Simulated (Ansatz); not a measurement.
This is a single-point calculation with the PAW code Ansatz on Si5Ge, ordered on the diamond lattice (P3m1) with 6 atoms a cell; the level of theory is r2SCAN. The geometry is the r2SCAN minimum.

```yaml
crystal:
  lattice:
    - [3.8731228747, 0.0, 0.0]
    - [-1.9365614373, 3.3542228015, 0.0]
    - [0.0, 0.0, 9.4848246374]
  atoms:
    - { symbol: Si, position: [0.0, 0.0, -0.0032504489] }
    - { symbol: Si, position: [0.6666666667, 0.3333333333, 0.6665279476] }
    - { symbol: Si, position: [0.3333333333, 0.6666666667, 0.3366787532] }
    - { symbol: Si, position: [0.6666666667, 0.3333333333, 0.915302942] }
    - { symbol: Si, position: [0.3333333333, 0.6666666667, 0.5846298178] }
    - { symbol: Ge, position: [0.0, 0.0, 0.2501109882] }
kpoints:
  mp_grid: { grid: [12, 12, 4] }
  band_path:
    path:
      - [0.0, 0.0, 0.0]
      - [0.5, 0.0, 0.0]
      - [0.3333333333, 0.3333333333, 0.0]
      - [0.0, 0.0, 0.5]
      - [0.5, 0.0, 0.5]
      - [0.3333333333, 0.3333333333, 0.5]
      - [0.0, 0.416667, 0.169271]
      - [0.0, 0.0, 0.15]
    npoints: 1
hamiltonian:
  xc: r2scan
scf:
  occupations: { method: fixed }
  n_extra_bands: 5
output:
  forces: true
  stress: true
  eigenvalues: true
```

Some lines of the output have been replaced by numbered gaps.
```
Functional definition: r2SCAN
Crystal: 6 atoms, lattice volume = 123.220 Å³
Basis set: ecut = 500 eV, 3125 PW (Γ)
Bands: 22, of which v1, the nominal top of the filled ones, is band 17 counted from 1 (16 counted from 0)
Symmetry: 6 space group operations
Space group: P3m1 (ITA 156)
k-points: 69 of 576 (time reversal used)
SCF 1 converged in 6 iterations: F = -7498.202796 eV  dr2 = 6.68e-8
Free energy (F): -7498.202796 eV
[1]
--- Forces (eV/Å), atoms counted from 1 ---
  atom   1  Si      0.00000      0.00000    -0.00041
  atom   2  Si      0.00000      0.00000    -0.00021
  atom   3  Si      0.00000      0.00000      0.00060
  atom   4  Si      0.00000      0.00000    -0.00035
  atom   5  Si      0.00000      0.00000      0.00028
  atom   6  Ge      0.00000      0.00000      0.00008
--- Stress (GPa, compression-positive) ---
[2]
--- Band table (eV; the first three rows and the last of 69) ---
[3]
```

The rows of the band table are 0: (0, 0, 0) = Γ, 1: (0, 0, 1/4), 2: (0, 0, -1/2) = A, 68: (1/3, 1/3, -1/2) = H.

**Question.** What stood in the gaps? They hold the stress, the Fermi energy and the band table.

**Answer.**
```
[1]
Fermi energy:    6.548911 eV
[2]
        0.001833       0.000000       0.000000
        0.000000       0.001833       0.000000
        0.000000       0.000000       0.003112
  P = ⅓ Tr σ = 0.0023 GPa (0.023 kbar)
[3]
  k-point 0: bands = […, 5.3219, 5.5035, 5.5035, 6.5139, 6.5489, 6.5489, 8.3504, 8.3598, 9.2257, 9.2257, …]
  k-point 1: bands = […, 5.2307, 5.5882, 5.6885, 5.6885, 6.3987, 6.3987, 8.1992, 8.6446, 9.2740, 9.4437, …]
  k-point 2: bands = […, 5.1817, 5.1817, 5.9185, 5.9185, 6.1660, 6.1660, 8.1458, 8.9565, 9.0128, 9.8206, …]
  k-point 68: bands = […, 2.2693, 2.3007, 2.4133, 3.6009, 3.6031, 3.6388, 10.1078, 10.1439, 10.1550, 10.2062, …]
```
Only the leading digits can be foreseen; the rest is this run's record.

r2SCAN gives an indirect gap of 0.73 eV, from Γ to k = (0, 0.417, 0.169); the least direct gap is 1.76 eV at Γ–A (0.30 of the way from Γ). The mean stress is close to zero (0.00 GPa).

Command: `ansatz run input.yaml --threads 4 --pin off --max-ram 6451MiB --backend cpu --events-out ev --progress --plain --runs-dir out`. It took 24 s on 4 threads of Arm Neoverse N1, on a shared host, load about 0.5 per core; peak host memory 0.7 GiB.

The calculation is spin-unpolarised, and the structure need not be a phase that has been made.

The runs are scalar-relativistic, without spin-orbit coupling.
